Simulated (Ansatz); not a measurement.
# Ti₂O₃ under pressure

All numbers below come from DFT PBEsol, scalar-relativistic, plane waves, PAW (Ansatz). Run with 420 eV cutoff, 12×12×12 k-mesh, Gaussian smearing of 0.10 eV, no spin polarisation.

Starting point, cell and atoms relaxed:

```xyz
10
Lattice="2.5198 1.4548 4.6251 -2.5198 1.4548 4.6251 0.0000 -2.9096 4.6251" Properties=species:S:1:pos:R:3 pbc="T T T"
Ti    0.0000    0.0000   11.7302
Ti    0.0000    0.0000    9.0828
Ti    0.0000    0.0000    2.1451
Ti    0.0000    0.0000    4.7925
O    -0.9486   -1.4548    5.7814
O     1.7342   -0.0941    5.7814
O    -0.7856    1.5489    5.7814
O     0.9486    1.4548    8.0939
O    -1.7342    0.0941    8.0939
O     0.7856   -1.5489    8.0939
```

Cell and atoms are relaxed at each pressure within the symmetry of the start, at zero temperature, so transitions that lower the symmetry aren't seen. The k-mesh given is that at zero pressure and may differ at others. a, b and c are the lengths of the cell vectors above. ΔH is E + PV over the energy at zero pressure.

| P (GPa) | V (Å³/atom) | V/V0 | a (Å) | b (Å) | c (Å) | α (°) | β (°) | γ (°) | ΔH (eV/atom) |
| --- | --- | --- | --- | --- | --- | --- | --- | --- | --- |
| -1 | 10.22 | 1.004 | 5.473 | 5.473 | 5.473 | 54.9 | 54.9 | 54.9 | -0.064 |
| 0 | 10.17 | 1.000 | 5.464 | 5.464 | 5.464 | 54.9 | 54.9 | 54.9 | 0.000 |
| 1 | 10.13 | 0.996 | 5.456 | 5.456 | 5.456 | 54.9 | 54.9 | 54.9 | 0.063 |
| 4 | 10.01 | 0.984 | 5.432 | 5.432 | 5.432 | 55.0 | 55.0 | 55.0 | 0.252 |
| 12 | 9.71 | 0.955 | 5.375 | 5.375 | 5.375 | 55.0 | 55.0 | 55.0 | 0.744 |
| 25 | 9.31 | 0.915 | 5.293 | 5.293 | 5.293 | 55.2 | 55.2 | 55.2 | 1.515 |

Cost: 6 runs of about 34 core-minutes in all, on Intel Xeon Platinum 8488C (Sapphire Rapids) (shared hosts).